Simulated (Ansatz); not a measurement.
Consider the following.

Relaxed ZrB2 (AlB2 type, space group P6/mmm):

```yaml
crystal:
  lattice:
    - [6.34286, 0.00000, 0.00000]
    - [-1.58571, 2.74654, 0.00000]
    - [0.00000, 0.00000, 3.54132]
  atoms:
    - { symbol: Zr, position: [0.00000, 0.00000, 0.00000] }
    - { symbol: Zr, position: [0.50000, 0.00000, 0.00000] }
    - { symbol: B, position: [0.16667, 0.66667, 0.50000] }
    - { symbol: B, position: [0.66667, 0.66667, 0.50000] }
    - { symbol: B, position: [0.33333, 0.33333, 0.50000] }
    - { symbol: B, position: [0.83333, 0.33333, 0.50000] }
```

In this cell atom 2 (Zr, nearest neighbour B at 2.547 Å; its periodic images, 3.2 Å or more away, move with it) is moved by s along Cartesian [111], unit vector (0.577, 0.577, 0.577); all other atoms and the cell stay fixed.

Computed with PBE (plane waves to 420 eV, PAW, scalar-relativistic; Ansatz, a quantum-chemistry and plane-wave program). k mesh 7×14×11 (Γ-centred), Fermi-Dirac smearing 0.05 eV. The energy includes the smearing's −TS. With partly filled bands, energies and forces of such displacements shift with the k mesh and the smearing. ZrB2 is run without spin polarisation. ZrB2 was relaxed with its symmetry unable to fall. The zero of ΔE is the undisplaced structure.

The scan covers s from -0.250 to 0.250 Å in 11 points.

Q: Is this a single well or a double well?

A: A single well with its minimum at or next to zero displacement.

Q: Is the energy the same for equal positive and negative displacements?

A: Even: the same for both signs. With its periodic images moving along, the atom's site symmetry in this cell is mmm.

Q: What is the force constant k = d²E/ds² of this move at s = 0?

A: 19.2 eV/Å².

(A displaced cell: forces are minus the slopes of the energy, force constants its curvatures, and phonons follow from these.)
